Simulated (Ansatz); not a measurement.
Ansatz (a quantum-chemistry and plane-wave program) input:

Ansatz 0.2 input:
```yaml
crystal:
  lattice:
    - [0.0, 4.0611368193, 4.0611368193]
    - [4.0611368193, 0.0, 4.0611368193]
    - [4.0611368193, 4.0611368193, 0.0]
  atoms:
    - { symbol: Sc, position: [0.0, 0.0, 0.0] }
    - { symbol: Ta, position: [0.5, 0.5, 0.5] }
    - { symbol: Pb, position: [0.25, 0.25, 0.25] }
    - { symbol: Pb, position: [0.75, 0.75, 0.75] }
    - { symbol: O, position: [0.2563971492, 0.2563971492, 0.7436028508] }
    - { symbol: O, position: [0.7436028508, 0.7436028508, 0.2563971492] }
    - { symbol: O, position: [0.7436028508, 0.2563971492, 0.2563971492] }
    - { symbol: O, position: [0.2563971492, 0.7436028508, 0.7436028508] }
    - { symbol: O, position: [0.2563971492, 0.7436028508, 0.2563971492] }
    - { symbol: O, position: [0.7436028508, 0.2563971492, 0.7436028508] }
kpoints:
  mp_grid: { grid: [4, 4, 4] }
hamiltonian:
  xc: hse06
  pseudopotentials: { kind: paw }
magnetization: { noncollinear: true, spin_orbit: true }
scf:
  n_extra_bands: 20
  occupations: { method: gaussian, width: 0.02 }
output:
  eigenvalues: true
  eigenstates:
    e_range: [-9.0, 13.5]
    kpoints:
      - [0.5, 0.0, 0.5]  # VBM
      - [0.5, 0.0, 0.5]  # CBM
      - [0.0, 0.0, 0.0]  # GAMMA
      - [0.5, 0.0, 0.5]  # X
      - [0.5, 0.5, 0.5]  # L
      - [0.5, 0.25, 0.75]  # W
      - [0.375, 0.375, 0.75]  # K
      - [0.625, 0.25, 0.625]  # U
```

Output (shortened):

```
Pseudopotential: Sc, paw_fr, valence charge 11
Pseudopotential: Ta, paw_fr, valence charge 13
Pseudopotential: Pb, paw_fr, valence charge 14
Pseudopotential: O, paw_fr, valence charge 6
Functional definition: HSE06
non-collinear run that drives no moment, with spin-orbit …
Crystal: 10 atoms, lattice volume = 133.959 Å³
Basis set: ecut = 420 eV, 2685 PW (Γ)
Bands: 108, of which v1, the nominal top of the filled ones, is band 88 counted from 1 (87 counted from 0)
Symmetry: 48 space group operations + 48 with time reversal
k-points: 8 of 64
Projection manifold: j_resolved (fully-relativistic pseudo-atomic orbitals)
SCF iter   1: F=—  HF=-39395.698128 eV  |F-HF|=—  |Δ(HF+E_count)|=         —  Δρ=6.30e-2  dr2=8.36e0  dr2_m=0.00e0 (ungated)  ethr=1.00e-1  |M|=0.00e0 ∫|m|=0.00e0 μB  |m|>n=0.0e0 m-floor=0.0e0 τ_xc=0.0e0  β_m=0.30  ⟨swp⟩=3.1  Hψ=3042  notcnv=0
preconditioner: auto → none
SCF iter   2: F=—  HF=-39393.524590 eV  |F-HF|=—  |Δ(HF+E_count)|=    2.17e0  Δρ=3.43e-2  dr2=1.34e0  dr2_m=0.00e0 (ungated)  ethr=9.50e-3  |M|=0.00e0 ∫|m|=0.00e0 μB  |m|>n=0.0e0 m-floor=0.0e0 τ_xc=0.0e0  β_m=0.36  ⟨swp⟩=5.8  Hψ=2217  notcnv=0  defer=34
SCF iter   3: F=—  HF=-39393.326744 eV  |F-HF|=—  |Δ(HF+E_count)|=   1.98e-1  Δρ=1.85e-2  dr2=2.71e-1  dr2_m=0.00e0 (ungated)  ethr=1.52e-3  |M|=0.00e0 ∫|m|=0.00e0 μB  |m|>n=0.0e0 m-floor=0.0e0 τ_xc=0.0e0  β_m=0.39  ⟨swp⟩=7.9  Hψ=2412  notcnv=0  defer=4
SCF iter   4: F=—  HF=-39393.330803 eV  |F-HF|=—  |Δ(HF+E_count)|=   4.06e-3  Δρ=8.67e-3  dr2=4.17e-2  dr2_m=0.00e0 (ungated)  ethr=3.08e-4  |M|=0.00e0 ∫|m|=0.00e0 μB  |m|>n=0.0e0 m-floor=0.0e0 τ_xc=0.0e0  β_m=0.49  ⟨swp⟩=6.2  Hψ=2129  notcnv=0
SCF iter   5: F=—  HF=-39393.346529 eV  |F-HF|=—  |Δ(HF+E_count)|=   1.57e-2  Δρ=2.75e-3  dr2=6.19e-3  dr2_m=0.00e0 (ungated)  ethr=4.74e-5  |M|=0.00e0 ∫|m|=0.00e0 μB  |m|>n=0.0e0 m-floor=0.0e0 τ_xc=0.0e0  β_m=0.45  ⟨swp⟩=7.4  Hψ=2393  notcnv=0
SCF iter   6: F=—  HF=-39393.346118 eV  |F-HF|=—  |Δ(HF+E_count)|=   4.12e-4  Δρ=7.98e-4  dr2=6.23e-4  dr2_m=0.00e0 (ungated)  ethr=7.03e-6  |M|=0.00e0 ∫|m|=0.00e0 μB  |m|>n=0.0e0 m-floor=0.0e0 τ_xc=0.0e0  β_m=0.52  ⟨swp⟩=6.2  Hψ=2375  notcnv=0
iter 7 solved again at ethr=4.60e-8 eV; its pass at ethr=7.08e-7 eV (dr2=4.05e-5 eV) is discarded
SCF iter   7: F=-39393.346170 eV  HF=-39393.346188 eV  |F-HF|=1.84e-5  |Δ(HF+E_count)|=   7.04e-5  Δρ=2.34e-4  dr2=4.55e-5  dr2_m=0.00e0 (ungated)  ethr=4.60e-8  |M|=0.00e0 ∫|m|=0.00e0 μB  |m|>n=0.0e0 m-floor=0.0e0 τ_xc=0.0e0  ⟨swp⟩=4.4  Hψ=3621  notcnv=0
SCF 1 stopped early in 7 iterations: F = -39393.346170 eV  dr2 = 4.55e-5
Crystal: 10 atoms, lattice volume = 133.959 Å³
Projection manifold: j_resolved (fully-relativistic pseudo-atomic orbitals)
Exchange kernel: α = 0.2500, screened, ω = 0.2079 Å⁻¹, Wigner–Seitz truncation, v(0) = 1046.3805 eV·Å³, q-mesh 4×4×4, nearest image of the exchange supercell L …
Frozen-core exchange: fock
SCF iter   1: F=—  HF=-39326.421418 eV  |F-HF|=—  |Δ(HF+E_count)|=         —  Δρ=1.31e-2  dr2=3.26e-1  dr2_m=0.00e0 (ungated)  ethr=5.17e-7  |M|=0.00e0 ∫|m|=0.00e0 μB  |m|>n=0.0e0 m-floor=0.0e0 τ_xc=0.0e0  β_m=0.30  ⟨swp⟩=13.1  Hψ=4888  notcnv=0
preconditioner: auto → none
SCF iter   2: F=—  HF=-39326.331009 eV  |F-HF|=—  |Δ(HF+E_count)|=   9.04e-2  Δρ=6.58e-3  dr2=4.34e-2  dr2_m=0.00e0 (ungated)  ethr=5.17e-7  |M|=0.00e0 ∫|m|=0.00e0 μB  |m|>n=0.0e0 m-floor=0.0e0 τ_xc=0.0e0  β_m=0.37  ⟨swp⟩=7.8  Hψ=3966  notcnv=0  defer=2
SCF iter   3: F=—  HF=-39326.367545 eV  |F-HF|=—  |Δ(HF+E_count)|=   3.65e-2  Δρ=3.54e-3  dr2=1.83e-2  dr2_m=0.00e0 (ungated)  ethr=5.17e-7  |M|=0.00e0 ∫|m|=0.00e0 μB  |m|>n=0.0e0 m-floor=0.0e0 τ_xc=0.0e0  β_m=0.37  ⟨swp⟩=5.2  Hψ=3324  notcnv=0
SCF iter   4: F=—  HF=-39326.360712 eV  |F-HF|=—  |Δ(HF+E_count)|=   6.83e-3  Δρ=1.27e-3  dr2=1.70e-3  dr2_m=0.00e0 (ungated)  ethr=5.17e-7  |M|=0.00e0 ∫|m|=0.00e0 μB  |m|>n=0.0e0 m-floor=0.0e0 τ_xc=0.0e0  β_m=0.55  ⟨swp⟩=5.0  Hψ=3032  notcnv=0
SCF iter   5: F=—  HF=-39326.360756 eV  |F-HF|=—  |Δ(HF+E_count)|=   4.42e-5  Δρ=3.78e-4  dr2=2.77e-4  dr2_m=0.00e0 (ungated)  ethr=5.17e-7  |M|=0.00e0 ∫|m|=0.00e0 μB  |m|>n=0.0e0 m-floor=0.0e0 τ_xc=0.0e0  β_m=0.55  ⟨swp⟩=5.2  Hψ=2555  notcnv=0
SCF iter   6: F=-39326.360667 eV  HF=-39326.360693 eV  |F-HF|=2.51e-5  |Δ(HF+E_count)|=   6.34e-5  Δρ=9.47e-5  dr2=3.16e-5  dr2_m=0.00e0 (ungated)  ethr=2.82e-7  |M|=0.00e0 ∫|m|=0.00e0 μB  |m|>n=0.0e0 m-floor=0.0e0 τ_xc=0.0e0  ⟨swp⟩=3.0  Hψ=1639  notcnv=0
SCF 2 stopped early in 6 iterations: F = -39326.360667 eV  dr2 = 3.16e-5
hybrid outer 1: dexx = +5.436e-2 eV, tail = 1.64e-4 eV
Crystal: 10 atoms, lattice volume = 133.959 Å³
Projection manifold: j_resolved (fully-relativistic pseudo-atomic orbitals)
Exchange kernel: α = 0.2500, screened, ω = 0.2079 Å⁻¹, Wigner–Seitz truncation, v(0) = 1046.3805 eV·Å³, q-mesh 4×4×4, nearest image of the exchange supercell L …
Frozen-core exchange: fock
SCF iter   1: F=—  HF=-39326.359929 eV  |F-HF|=—  |Δ(HF+E_count)|=         —  Δρ=6.89e-5  dr2=8.02e-6  dr2_m=0.00e0 (ungated)  ethr=9.31e-7  |M|=0.00e0 ∫|m|=0.00e0 μB  |m|>n=0.0e0 m-floor=0.0e0 τ_xc=0.0e0  β_m=0.30  ⟨swp⟩=6.6  Hψ=2066  notcnv=0
preconditioner: auto → none
iter 2 solved again at ethr=5.87e-10 eV; its pass at ethr=7.75e-9 eV (dr2=5.17e-7 eV) is discarded
SCF iter   2: F=—  HF=-39326.359929 eV  |F-HF|=—  |Δ(HF+E_count)|=   6.11e-8  Δρ=2.77e-5  dr2=8.65e-7  dr2_m=0.00e0 (ungated)  ethr=5.87e-10  |M|=0.00e0 ∫|m|=0.00e0 μB  |m|>n=0.0e0 m-floor=0.0e0 τ_xc=0.0e0  β_m=0.42  ⟨swp⟩=3.4  Hψ=4066  notcnv=0
SCF iter   3: F=—  HF=-39326.359933 eV  |F-HF|=—  |Δ(HF+E_count)|=   3.33e-6  Δρ=2.67e-5  dr2=1.37e-6  dr2_m=0.00e0 (ungated)  ethr=5.87e-10  |M|=0.00e0 ∫|m|=0.00e0 μB  |m|>n=0.0e0 m-floor=0.0e0 τ_xc=0.0e0  β_m=0.42  ⟨swp⟩=6.0  Hψ=2780  notcnv=0
SCF iter   4: F=-39326.359932 eV  HF=-39326.359932 eV  |F-HF|=1.35e-8  |Δ(HF+E_count)|=   4.21e-7  Δρ=7.43e-6  dr2=4.49e-8  dr2_m=0.00e0 (ungated)  ethr=5.87e-10  |M|=0.00e0 ∫|m|=0.00e0 μB  |m|>n=0.0e0 m-floor=0.0e0 τ_xc=0.0e0  ⟨swp⟩=4.1  Hψ=1982  notcnv=0
SCF 3 converged in 4 iterations: F = -39326.359932 eV  dr2 = 4.49e-8
hybrid outer 2: dexx = +3.287e-6 eV, tail = 1.59e-7 eV, Δε = 9.54e-3 eV (about 3.82e-4 eV left of the loop's levels)
NSCF: frozen V_eff on 8 k-points
hybrid SCF converged: 2 outer / 10 inner (+7 warm-up), last move |dexx| = 3.29e-6 eV, tail = 1.59e-7 eV
Stability not checked (fock_operator)
Magnetization: |M| = 0.0000 μB,  M = (+0.0000, +0.0000, +0.0000) μB
Absolute magnetization: 0.0000 μB (∫|m|)
  site 0: m = (+0.0000, +0.0000, +0.0000) μB, |m| = 0.0000 μB  (R = 0.86 Å)
  site 1: m = (+0.0000, +0.0000, +0.0000) μB, |m| = 0.0000 μB  (R = 0.82 Å)
  site 2: m = (+0.0000, +0.0000, +0.0000) μB, |m| = 0.0000 μB  (R = 1.18 Å)
  site 3: m = (+0.0000, +0.0000, +0.0000) μB, |m| = 0.0000 μB  (R = 1.18 Å)
  site 4: m = (+0.0000, +0.0000, +0.0000) μB, |m| = 0.0000 μB  (R = 0.82 Å)
  site 5: m = (+0.0000, +0.0000, +0.0000) μB, |m| = 0.0000 μB  (R = 0.82 Å)
  site 6: m = (+0.0000, +0.0000, +0.0000) μB, |m| = 0.0000 μB  (R = 0.82 Å)
  site 7: m = (+0.0000, +0.0000, +0.0000) μB, |m| = 0.0000 μB  (R = 0.82 Å)
  site 8: m = (+0.0000, +0.0000, +0.0000) μB, |m| = 0.0000 μB  (R = 0.82 Å)
  site 9: m = (+0.0000, +0.0000, +0.0000) μB, |m| = 0.0000 μB  (R = 0.82 Å)
Free energy (F): -39326.359932 eV
Frozen-core exchange: fock
Harris-Foulkes:  -39326.359932 eV  (|F-HF|=1.35e-8)
Internal energy: -39326.359932 eV  (E = F + TS)
E sigma→0 (E₀):  -39326.359932 eV
Fermi energy:    11.014393 eV
--- Per-component energies (eV) ---
  E_band       = -482.963041
  E_kinetic    = 2255.388022
  E_local      = -5062.001899  (includes V_loc(G=0)·N_el)
  E_nonlocal   = 1070.419204
  E_hartree    = 1845.605790
  E_xc         = -968.498959
  E_vxc        = -930.710627  (∫ρ·V_xc dr)
  E_exx        = -249.025565  (= α·E_x^exact, valence–valence)
  E_paw        = -31129.513788  (= ΣΔE_a)
  E_vpaw       = -1009.237966  (= ΣTr[D̂ρ^β])
  E_aug_tail   = 0.014393  (compensation charges beyond the density's cutoff)
  E_ewald      = -7085.736141
  E_core_change = -3.010989  (= ΣΔE_core)
  E_smearing   =  0.000000  (= −TS)
  E_closure    =  0.000000  (closes the sum)
  Σ components = -39326.359932   (vs F -39326.359932, Δ=0.00e0)
  [band-id]    e_kinetic+e_local+e_nonlocal+2·e_hartree+e_vxc+2·e_exx+e_vpaw+e_augmentation_tail = -482.968424   (vs E_band -482.963041, Δ=-5.38e-3)
--- Band table (eV; the first three rows and the last of 8) ---
  k-point 0: bands = ["-61.0547", "-61.0547", "-41.4609", "-41.4609", "-32.6969", "-32.6969", "-24.0011", "-24.0011", "-24.0011", "-24.0011", "-19.0088", "-19.0088", "-18.5030", "-18.5030", "-18.5030", "-18.5030", "-10.0034", "-10.0034", "-9.3297", "-9.3297", …
  k-point 1: bands = ["-61.0547", "-61.0547", "-41.4609", "-41.4609", "-32.6969", "-32.6969", "-24.0012", "-24.0012", "-24.0009", "-24.0009", "-19.0098", "-19.0098", "-18.5059", "-18.5059", "-18.5048", "-18.5048", "-9.7949", "-9.7949", "-9.3000", "-9.3000", …
  k-point 2: bands = ["-61.0547", "-61.0547", "-41.4609", "-41.4609", "-32.6969", "-32.6969", "-24.0014", "-24.0014", "-24.0007", "-24.0007", "-19.0107", "-19.0107", "-18.5087", "-18.5087", "-18.5065", "-18.5065", "-9.5105", "-9.5105", "-9.2789", "-9.2789", …
  k-point 7: bands = ["-61.0547", "-61.0547", "-41.4609", "-41.4609", "-32.6969", "-32.6969", "-24.0019", "-24.0019", "-24.0012", "-24.0012", "-19.0082", "-19.0082", "-18.5061", "-18.5061", "-18.5054", "-18.5054", "-9.6140", "-9.6140", "-9.4484", "-9.4484", …
```

The points marked VBM and CBM come from a semilocal run.

Space group Fm-3m. The workflow started from a Materials Project entry (that database holds measured and hypothetical structures alike); the Crystallography Open Database copy checked does not list it. Whether it is the stable phase at ambient conditions was not checked. Symmetry was held in the HSE06 relaxation; its stability against distortions is not shown here. The run is not spin-polarised.

Potentials: the later of the program's two PAW sets.

Ansatz is a plane-wave DFT program.
